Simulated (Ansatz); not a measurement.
**Relaxing Ti2AlC**

All numbers below come from DFT r2SCAN, scalar-relativistic, plane waves, PAW (Ansatz 0.2.0). (500 eV cutoff, 12×12×4 k-mesh, Gaussian smearing of 0.10 eV, no spin polarisation)

What was changed: biaxial strain in the a-b plane, c and atoms relaxed: +1.5 %.

Command:

```bash
ansatz run input.yaml --threads 2 --pin off --max-ram 5120MiB --backend cpu --events-out ev --progress --plain --runs-dir out
```

Input:

```yaml
crystal:
  lattice:
    - [3.1005631518, 0.0, 0.0]
    - [-1.5502815759, 2.6851664555, 0.0]
    - [0.0, 0.0, 13.5947696008]
  atoms:
    - { symbol: Ti, position: [0.3333333333, 0.6666666667, 0.0834562196] }
    - { symbol: Ti, position: [0.6666666667, 0.3333333333, 0.5834562196] }
    - { symbol: Ti, position: [0.6666666667, 0.3333333333, 0.9165437804] }
    - { symbol: Ti, position: [0.3333333333, 0.6666666667, 0.4165437804] }
    - { symbol: Al, position: [0.3333333333, 0.6666666667, 0.75] }
    - { symbol: Al, position: [0.6666666667, 0.3333333333, 0.25] }
    - { symbol: C, position: [0.0, 0.0, 0.0] }
    - { symbol: C, position: [0.0, 0.0, 0.5] }
basis:
  ecutwfc: 500
kpoints:
  mp_grid: { grid: [12, 12, 4] }
hamiltonian:
  xc: r2scan
scf:
  occupations: { method: gaussian, width: 0.1 }
output:
  forces: true
  stress: true
  eigenvalues: true
relax:
  adjacent_minimum: "off"
  f_tol: 0.008
  max_steps: 40
  cell: { stress_tol: 0.015, fix: [a, b, gamma] }
```

F is the free energy. Steps run on the plane waves of an earlier cell, but the last one, and at times one on the way, on a freshly chosen basis, so a repeated geometry can differ a little in energy. The held parts of the cell keep their stress, so P needn't end at zero.

Steps:

```tsv
step	F − F(1) (eV)	largest force component (eV/Å)	V (Å³/atom)	P (GPa)
1	0.0000	0.055	14.148	-3.17
2	0.0002	0.031	14.229	-3.71
3	-0.0009	0.005	14.187	-3.39
4	-0.0009	0.002	14.187	-3.41
5	-0.0010	0.002	14.187	-3.41
```

Relaxed structure:

```xyz
8
Lattice="3.1006 0.0000 0.0000 -1.5503 2.6852 0.0000 0.0000 0.0000 13.6325" Properties=species:S:1:pos:R:3 pbc="T T T"
Ti    0.0000    1.7901    1.1335
Ti    1.5503    0.8951    7.9498
Ti    1.5503    0.8951   12.4990
Ti    0.0000    1.7901    5.6827
Al    0.0000    1.7901   10.2244
Al    1.5503    0.8951    3.4081
C     0.0000    0.0000    0.0000
C     0.0000    0.0000    6.8163
```

The structure is hexagonal, space group P6_3/mmc (No. 194). The conventional cell has a = 3.101 Å, b = 3.101 Å, c = 13.633 Å, α = 90.00°, β = 90.00°, γ = 120.00°. Ti (site symmetry 3m) has 3 C at 2.12 Å as nearest neighbours. Al (site symmetry -6m2) has 6 Ti at 2.89 Å and 6 Al at 3.10 Å as nearest neighbours. C (site symmetry -3m) is surrounded by 6 Ti at 2.12 Å.

The run converged. It took 70 s on 2 threads of Arm Neoverse V2, on a shared host, peak memory 0.78 GiB.